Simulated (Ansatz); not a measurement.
A geometry of NaYCl4 away from equilibrium: the start of the relaxation of a relaxed NaYCl4 cell, doubled along one cell vector, shaken by Gaussian noise of σ = 0.08 Å a coordinate. Method: r2SCAN (plane waves to 500 eV, PAW, scalar-relativistic; Ansatz, a quantum-chemistry and plane-wave program). Γ-centred k-mesh 3×5×5 on the run's cell (coarser than for final values), Fermi–Dirac smearing 0.05 eV.

```xyz
12
Lattice="-7.4265 7.4265 7.2389 3.7132 -3.7132 3.6194 3.7132 3.7132 -3.6194" Properties=species:S:1:pos:R:3 pbc="T T T"
Na     3.7434     0.1662     1.7497
Na    -0.0210     3.6682     5.4922
Cl     1.5033     5.8980    -1.3621
Cl    -2.0862     9.6638     2.2321
Cl     2.2006    -2.2122     2.2844
Cl    -1.5885     1.5824     5.8958
Cl     2.0894     2.1734     4.9308
Cl    -1.4664     6.0054     8.5990
Cl     1.5099     1.5707     1.4019
Cl    -2.3062     5.2504     4.9437
Y     -0.0220     0.0515    -0.1171
Y     -3.8647     3.6186     3.6393
```

Task: Which atoms carry the largest force, and which way does it point?

Result: 1.52 eV/Å, on Y11 (atoms numbered as listed); on Y11 its components are (1.16, -0.51, 0.84).

Task: What is the pressure?

Result: -0.5 GPa, compression positive.

Task: How much energy per atom can still be gained by relaxing?

Result: 0.17 eV/atom; the path ends in I-4m2 (No. 119).

No spin polarisation in the result.

The end of the path is a generated cell of NaYCl4: the first start was made by placing the elements on the sites of a structure type, and the end was not matched to a known phase here, so it may be hypothetical.
